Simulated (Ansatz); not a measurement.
**Notes on Ba₂AgBrO₂**

```
Ba Ag Br O
1.0
     4.30383    0.00000    0.00000
    -2.15192    3.72723    0.00000
    -2.15192    1.24241    9.85795
Ba Ag Br O
2 1 1 2
Direct
  0.74750 0.25250 0.24250
  0.25250 0.74750 0.75750
  0.50000 0.50000 0.50000
  0.00000 0.00000 0.00000
  0.43900 0.56100 0.31700
  0.56100 0.43900 0.68300
```

The numbers come from plane-wave PAW DFT (Ansatz): LDA, no spin polarisation, 420 eV, 7×7×7 Γ-centred k points, fermi-dirac occupations (width 0.0675 eV). Nothing was relaxed.

Electronic structure: The gap is 2.28 eV, direct at the points sampled. A semilocal functional usually gives too small a gap.
Charges: Bader charges in e: Ba +1.47, Ag +0.31, Br -0.77, O -1.23. In the mean Ba gives up most and O takes most.
Forces: The largest is on O5 (and as large on other atoms): 4.60 eV/Å, components (0.00, 0.00, -4.60). It makes 180° with the line to a nearest neighbour, Ag3 at 1.80 Å, pointing away from it.
Contacts: Ag–O at 1.80 Å: least valence density 1.27 e/Å³ and ELF 0.33 there. Ba–O at 2.59 Å: least valence density 0.29 e/Å³ and ELF 0.15 there, a closed-shell (ionic or weak) contact. Br–Ba at 3.45 Å: least valence density 0.10 e/Å³ and ELF 0.08 there, a closed-shell (ionic or weak) contact. Both are smooth PAW fields, read partly inside the augmentation spheres.

Origin: a known structure type with other elements, at an estimated volume, so it need not be a known compound. Caveats: atoms or cell far from equilibrium.
